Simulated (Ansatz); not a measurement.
A plane-wave DFT run in Ansatz 0.2.0 (scalar-relativistic PAW potentials unless the input names others): input and command.

```yaml
crystal:
  lattice:
    - [0.0, 3.2255611129, 3.2255611129]
    - [3.2255611129, 0.0, 3.2255611129]
    - [3.2255611129, 3.2255611129, 0.0]
  atoms:
    - { symbol: Cd, position: [0.0, 0.0, 0.0] }
    - { symbol: Te, position: [0.75, 0.75, 0.75] }
basis:
  ecutwfc: 420
kpoints:
  mp_grid: { grid: [8, 8, 8] }
hamiltonian:
  xc: lda
scf:
  max_iter: 80
output:
  forces: true
  eigenvalues: true
  stress: true
```

```bash
ansatz run input.yaml --threads 1 --pin off --max-ram 3072MiB --backend cpu --events-out ev --progress --plain --runs-dir out
```

Question: What is wrong with this input?

Answer: The program refuses it, because of no occupation method (scf.occupations: {"method": "fixed"} → not typed). With the sound run's settings it is accepted.

Abridged log:
```
Error: YAML parse error: `scf.occupations.method` is required: fixed only where the cell keeps a band gap throughout the run, explicit beside scf.occupations.values (under evaluate: without them), else a smearing such as fermi_dirac (scf.occupations.width is optional; its entry in the input reference gives the default)
```